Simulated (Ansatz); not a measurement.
# EuMn2P2: P vacancy

Computed with the plane-wave PAW code Ansatz (scalar-relativistic, PAW set soft_2): PBEsol, collinear spin, 420 eV cutoff, k-mesh 3×3×3.

The relaxed host crystal (no gap at this level of theory):

```
Eu Mn P
1.0
     3.74346    0.00000    0.00000
    -1.87173    3.24193    0.00000
     0.00000    0.00000    6.72401
Eu Mn P
1 2 2
Direct
  0.00000 0.00000 0.00000
  0.33333 0.66667 0.61521
  0.66667 0.33333 0.38479
  0.33333 0.66667 0.28218
  0.66667 0.33333 0.71782
```

Supercell of 20 atoms, rows of the matrix [[0,0,1],[0,-2,0],[2,2,0]] times the cell vectors; P vacancy at (0.333, 0.667, 0.282) in fractions of the cell above. Atoms are relaxed at the host's cell, from a start shaken by 0.03 Å near the defect. The cell loses 1 of its 8 P, so this is a heavily defective crystal.

Distances from the empty P site (Å), by shell of the perfect crystal:

```
shell      perfect crystal  relaxed, charge 0
 4 Mn  2.26 (2.24 to 2.27)               2.18
 3 Eu                 2.88               2.87
```

```json
{"charge": "0", "moment of the cell (μB)": "43.01", "gap of the cell on the mesh (eV)": "0.00"}
```

At charge 0 the unpaired electrons sit on atoms with moments (μB): 4 Eu of 6.51 to 6.56, 8 Mn of 1.43 to 2.42.

Formation energy of the neutral defect: 4.40 eV, taking atoms from and to the elements' standard states (no corrections for gases), so it belongs to those chemical potentials alone.

Relaxed cell at charge 0:

```
EuMn2P2 V_P charge 0
1.0
     0.0000    0.0000    6.7240
     3.7435   -6.4839    0.0000
     3.7435    6.4839    0.0000
Eu Mn P
4 8 7
Direct
  0.0010 0.4993 0.4991
  0.0003 0.9997 0.5001
  0.0010 0.4993 0.0006
  0.0010 0.0007 0.0006
  0.6076 0.3331 0.1667
  0.6152 0.8333 0.1672
  0.6152 0.3326 0.6665
  0.6152 0.8333 0.6665
  0.3821 0.6520 0.3262
  0.3821 0.1736 0.3262
  0.3877 0.6664 0.8334
  0.3821 0.1736 0.8478
  0.2834 0.8318 0.1642
  0.2834 0.3356 0.6680
  0.2834 0.8318 0.6680
  0.7178 0.6663 0.3333
  0.7178 0.1665 0.3333
  0.7190 0.6664 0.8334
  0.7178 0.1664 0.8335
```

Caveats: 4f shell without a U, which puts 4f levels too near the Fermi level; open f or d shells may hold a state above the lowest; small supercell, so energies and levels can be off by tenths of an eV; one random start near the defect, so other minima are possible.
